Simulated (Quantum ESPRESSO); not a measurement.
# Band energies of PtGa$_{2}$

```
PtGa2
1.0
    0.00000     2.96792     2.96792
    2.96792     0.00000     2.96792
    2.96792     2.96792     0.00000
Ga Pt
2 1
Direct
  0.75000   0.75000   0.75000
  0.25000   0.25000   0.25000
  0.00000   0.00000   0.00000
```

norm-conserving PBEsol (Quantum ESPRESSO, 84 Ry, scalar-relativistic); path ΓXWKΓLUWLK,UX; energies in eV from the Fermi level.

| k (1/Å) | point | band 18 | band 19 | band 20 | band 21 | band 22 | band 23 | band 24 | band 25 |
|---|---|---|---|---|---|---|---|---|---|
| 0.00 | Γ | -4.98 | -3.27 | -3.27 | 0.05 | 5.15 | 5.15 | 5.16 | 5.16 |
| 0.21 |  | -4.91 | -3.37 | -3.25 | 0.35 | 3.24 | 3.24 | 3.73 | 5.43 |
| 0.53 |  | -4.53 | -3.89 | -3.18 | 0.15 | 0.70 | 0.70 | 1.24 | 4.50 |
| 0.85 |  | -3.83 | -3.83 | -3.10 | -2.40 | -1.24 | -1.24 | 1.76 | 4.18 |
| 1.06 | X | -3.49 | -3.49 | -3.08 | -2.85 | -1.82 | -1.82 | 1.85 | 4.15 |
| 1.46 |  | -4.53 | -3.48 | -3.10 | -3.00 | -2.51 | -1.00 | 3.68 | 5.96 |
| 1.59 | W | -4.96 | -3.48 | -3.00 | -2.83 | -2.83 | -0.93 | 4.85 | 4.85 |
| 1.84 |  | -4.26 | -3.63 | -3.36 | -2.95 | -2.14 | -0.77 | 3.08 | 6.18 |
| 1.96 | K | -4.04 | -3.67 | -3.51 | -2.94 | -1.99 | -0.69 | 2.71 | 6.08 |
| 2.06 |  | -4.16 | -3.77 | -3.61 | -2.61 | -2.14 | -0.16 | 2.90 | 6.80 |
| 2.37 |  | -4.21 | -3.67 | -3.20 | -2.15 | -1.23 | 1.67 | 3.53 | 4.42 |
| 2.68 |  | -4.68 | -3.48 | -3.26 | 0.30 | 0.55 | 2.84 | 3.67 | 4.59 |
| 2.88 |  | -4.90 | -3.34 | -3.28 | 0.30 | 2.89 | 3.47 | 4.78 | 5.20 |
| 3.08 | Γ | -4.98 | -3.27 | -3.27 | 0.05 | 5.15 | 5.15 | 5.16 | 5.16 |
| 3.19 |  | -4.96 | -3.28 | -3.28 | 0.13 | 3.98 | 4.60 | 4.60 | 5.62 |
| 3.49 |  | -4.74 | -3.36 | -3.36 | -0.36 | 1.87 | 2.92 | 2.92 | 4.93 |
| 3.70 |  | -4.58 | -3.31 | -3.31 | -2.11 | 1.95 | 1.95 | 2.48 | 4.34 |
| 4.00 | L | -4.51 | -3.38 | -3.17 | -3.17 | 1.26 | 1.26 | 2.95 | 3.99 |
| 4.33 |  | -4.26 | -3.75 | -3.29 | -3.05 | -0.76 | 0.50 | 2.95 | 5.52 |
| 4.54 |  | -4.10 | -3.85 | -3.47 | -2.86 | -1.89 | -0.34 | 2.82 | 6.74 |
| 4.65 | U | -4.04 | -3.67 | -3.51 | -2.94 | -1.99 | -0.69 | 2.71 | 6.08 |
| 4.90 |  | -4.68 | -3.54 | -3.13 | -2.94 | -2.50 | -0.88 | 3.93 | 5.74 |
| 5.02 | W | -4.96 | -3.48 | -3.00 | -2.83 | -2.83 | -0.93 | 4.85 | 4.85 |
| 5.21 |  | -4.79 | -3.73 | -3.18 | -2.93 | -2.19 | -0.60 | 4.35 | 4.85 |
| 5.40 |  | -4.23 | -3.90 | -3.21 | -3.07 | -1.10 | 0.15 | 3.54 | 4.83 |
| 5.68 |  | -4.49 | -3.41 | -3.18 | -3.17 | 0.96 | 1.18 | 2.95 | 4.25 |
| 5.77 | L | -4.51 | -3.38 | -3.17 | -3.17 | 1.26 | 1.26 | 2.95 | 3.99 |
| 5.93 |  | -4.45 | -3.46 | -3.20 | -3.15 | 0.48 | 1.04 | 2.95 | 4.60 |
| 6.10 |  | -4.26 | -3.75 | -3.29 | -3.05 | -0.76 | 0.50 | 2.95 | 5.52 |
| 6.34 |  | -4.11 | -3.79 | -3.49 | -2.86 | -1.95 | -0.43 | 2.80 | 6.57 |
| 6.42 | K | -4.04 | -3.67 | -3.51 | -2.94 | -1.99 | -0.69 | 2.71 | 6.08 |
| 6.42 | U | -4.04 | -3.67 | -3.51 | -2.94 | -1.99 | -0.69 | 2.71 | 6.08 |
| 6.51 |  | -3.74 | -3.59 | -3.39 | -3.18 | -1.89 | -1.11 | 2.50 | 5.23 |
| 6.79 | X | -3.49 | -3.49 | -3.08 | -2.85 | -1.82 | -1.82 | 1.85 | 4.15 |

A metal at this level: along this path bands 21, 22, 23 cross the Fermi level.

Spin-orbit coupling is left out; for elements this heavy it splits bands near the Fermi level.

Geometry of the Materials Project entry, not relaxed at this level.
